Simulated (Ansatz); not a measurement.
A generator proposed this cell of CdInS₃O₄.

Space group P-43m (No. 215). a = 5.586 Å, b = 5.586 Å, c = 5.586 Å, α = 90.00°, β = 90.00°, γ = 90.00°
```json
{"atom": "Cd", "site": "1a", "symmetry": "-43m", "x": "0.0000", "y": "0.0000", "z": "0.0000"}
{"atom": "In", "site": "1b", "symmetry": "-43m", "x": "0.5000", "y": "0.5000", "z": "0.5000"}
{"atom": "S", "site": "3d", "symmetry": "-42.m", "x": "0.0000", "y": "0.5000", "z": "0.0000"}
{"atom": "O", "site": "4e", "symmetry": ".3m", "x": "0.2248", "y": "0.2248", "z": "0.2248"}
```

Level of theory: DFT PBE, scalar-relativistic, plane waves, PAW in Ansatz 0.2.0. Plane waves to 420 eV, a k mesh through Γ of 4×4×4 on the computed 9-atom cell and Gaussian smearing (0.10 eV); no spin polarisation.

Energies over the elements count from the elements' standard structures at the same level (O₂ as a molecule), with no fitted energy shifts.

Q: What does a single point on this coarse mesh give?

A: The pressure is 1.4 GPa (it wants to expand), the largest force is 0.08 eV/Å, and the energy is +0.67 eV/atom against the elements. The shortest distance is 2.18 Å.

Q: How much does it gain on relaxing, and where does it end?

A: Relaxing gains under 0.1 eV/atom (the start's value is from the coarse mesh, so the gain is rough) in 11 ionic steps and ends at +0.66 eV/atom on the finer mesh. The symmetry stays P-43m (No. 215). The volume per atom grows by 5.7 %, from 19.4 to 20.5 Å³. The shortest distance goes from 2.18 Å (Cd–O) to 2.14 Å (Cd–O). Conventional cell: a = 5.691 Å. Around Cd lie 4 O at 2.14 Å and 6 S at 2.85 Å; around In lie 4 O at 2.78 Å; S has 4 O at 2.38 Å and 2 Cd at 2.85 Å; O is surrounded by 1 Cd at 2.14 Å, 3 S at 2.38 Å and 1 In at 2.78 Å.

The last run used an 8×8×8 mesh for its 9-atom cell and Gaussian smearing of 0.10 eV. An odd number of electrons in the primitive cell allows no gap without spin; a larger cell or a magnetic state could open one. The cell is a metal run without spin; a magnetic state may lie lower. The reference form of S is held partly by dispersion forces, which this level lacks. The relaxation can't lower the symmetry of the start. Symmetry constrained the relaxation, so the result can be a saddle point.
